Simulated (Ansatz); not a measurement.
IrOs (P-6m2); total moment held at 0.4 μB.

```
CELL_PARAMETERS angstrom
2.74362 0.00000 0.00000
-1.37181 2.37605 0.00000
0.00000 0.00000 4.36088
ATOMIC_POSITIONS crystal
Os 0.00000 0.00000 0.00000
Ir 0.33333 0.66667 0.50000
```

Geometry: a structure from the Materials Project; nothing is relaxed.

Settings: PBEsol, 14×14×8 k mesh, Fermi–Dirac smearing of 0.05 eV. PAW means Ansatz 0.2.0 on its default frozen-core files. Site moments are integrated in spheres about the atoms. Start moments (μB): Os1 0.2, Ir2 0.2.

The self-consistent cycle went as follows.

| iteration | Harris–Foulkes energy less the last (meV) | density residual (eV) | M (μB) | ∫|m| (μB) |
| --- | --- | --- | --- | --- |
| 1 | -291.420 | 8.1e-01 | 0.4000 | 0.4000 |
| 2 | -136.101 | 3.9e-01 | 0.4000 | 0.4000 |
| 3 | -34.981 | 3.5e-01 | 0.4000 | 0.4007 |
| 4 | -1.252 | 2.8e-02 | 0.4000 | 0.4007 |
| 5 | 0.118 | 5.8e-04 | 0.4000 | 0.4009 |
| 6 | 0.009 | 1.4e-05 | 0.4000 | 0.4010 |
| 7 | 0.000 | 4.1e-07 | 0.4000 | 0.4010 |
| 8 | 0.000 | 8.2e-09 | 0.4000 | 0.4010 |
| 9 | 0.000 | 3.5e-09 | 0.4000 | 0.4010 |
| 10 | 0.000 | 9.7e-11 | 0.4000 | 0.4010 |

Site moments (μB): Os1 0.19, Ir2 0.19. Cell moment 0.40 μB.

The PAW files were made with PBE; the program remakes their cores once for the run's functional and then keeps them frozen. The Ansatz runs typed with the search for lower states off end where their start leads. Spin–orbit coupling is left out although heavy atoms are present. These are results for the start and cell typed. The real compound can order otherwise, in a larger cell, or not at all, since semilocal functionals at zero temperature often overstate magnetism.
